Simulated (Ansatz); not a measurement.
Rb$_{2}$PdC$_{2}$:
```
Rb2PdC2
1.0
    5.38569     0.00000     0.00000
   -2.69285     4.66415     0.00000
    0.00000     0.00000     5.26699
C Rb Pd
2 2 1
Direct
  0.00000   0.00000   0.38014
  0.00000   0.00000   0.61986
  0.33333   0.66667   0.28350
  0.66667   0.33333   0.71650
  0.00000   0.00000   0.00000
```

DFT-r²SCAN in the program Ansatz with PAW potentials gives a gap of 1.73 eV without spin–orbit coupling, maximum at L, minimum at L.

Question: What happens when spin–orbit coupling is switched on?

Answer: The gap falls by 0.10 eV, to 1.63 eV; maximum at L, minimum at L.

Question: Give the electron effective mass with spin–orbit coupling.

Answer: 0.23, 0.79, 0.90 mₑ (principal values).

Space group P-3m1. The workflow started from an entry of the Crystallography Open Database (COD). Whether it is the stable phase at ambient conditions was not checked. Symmetry was held in the r²SCAN relaxation; whether a distortion lowers the energy is not shown. The run is not spin-polarised.

Potentials: the later of the program's two PAW sets.
